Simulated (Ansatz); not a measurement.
Here is the system:

BaTiO₃:
```yaml
crystal:
  lattice:
    - [3.92699, 0.00000, 0.00000]
    - [0.00000, 3.92699, 0.00000]
    - [0.00000, 0.00000, 3.97455]
  atoms:
    - { symbol: Ba, position: [0.50000, 0.50000, 0.57954] }
    - { symbol: Ti, position: [0.00000, 0.00000, 0.09173] }
    - { symbol: O, position: [0.00000, 0.50000, 0.06513] }
    - { symbol: O, position: [0.50000, 0.00000, 0.06513] }
    - { symbol: O, position: [0.00000, 0.00000, 0.55846] }
```

This is the LDA-relaxed structure.

**Question.** All from DFT-LDA in the program Ansatz with PAW potentials, unless another level is named. Estimate the conduction-band minimum.

**Answer.** at Γ.

**Question.** Give the weight of the valence-edge state by species (Voronoi cells).

**Answer.** O 98 %.

**Question.** And the weight of the conduction-edge state by species (Voronoi cells)?

**Answer.** Ti 78 %, O 19 %, Ba 3 %.

Space group P4mm. Symmetry was held in the LDA relaxation. At this level the phase is dynamically unstable (imaginary phonons). The run is not spin-polarised. Spin–orbit coupling is left out wherever it is not named.

Potentials: the earlier of the program's two PAW sets.
